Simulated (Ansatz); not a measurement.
## MgO2: do energies and stresses tell the same story?

These are results of DFT PBEsol, scalar-relativistic, plane waves, PAW (Ansatz 0.2.0), not measurements.

Cutoff 420 eV; k points 6×6×6 on the computed 12-atom cell (Γ-centred); Gaussian smearing, width 0.02 eV; no spin polarisation.

Relaxed cell: Pa-3, a = 4.841 Å, b = 4.841 Å, c = 4.841 Å, α = 90.00°, β = 90.00°, γ = 90.00°, 12 atoms in the primitive cell. Whether it is the stable form of this composition wasn't checked.

Energies at zero smearing and pressures from the stress tensor, at volumes with shape and atoms relaxed:
```csv
V (Å³/atom),E − E(first) (meV/atom),P (GPa)
8.886,0.00,9.59
9.170,-12.23,4.41
9.453,-16.11,0.00
9.737,-12.65,-3.75
10.020,-3.08,-6.95
```

**Question.** Check P = −dE/dV between neighbouring volumes, and get the bulk modulus from the pressures alone.

**Answer.** With 1 eV/Å³ = 160.2 GPa:
```tsv
middle V (Å³/atom)	−ΔE/ΔV (GPa)	mean P (GPa)
9.028	6.910	7.003
9.311	2.194	2.209
9.595	-1.955	-1.874
9.879	-5.407	-5.352
```

The two differ by 0.09 GPa at most. The mean of two end pressures misses the average over a step by about ΔV² P″/12, up to 0.07 GPa here; with that taken off 0.04 GPa remains, from the finite cutoff, the mesh or the relaxation's tolerance. Around V = 9.453 Å³/atom, the two neighbours give B = −V ΔP/ΔV = 9.453 × 8.17 / 0.567 = 136.1 GPa, against B0 = 135.8 GPa from the Birch–Murnaghan fit of the energies.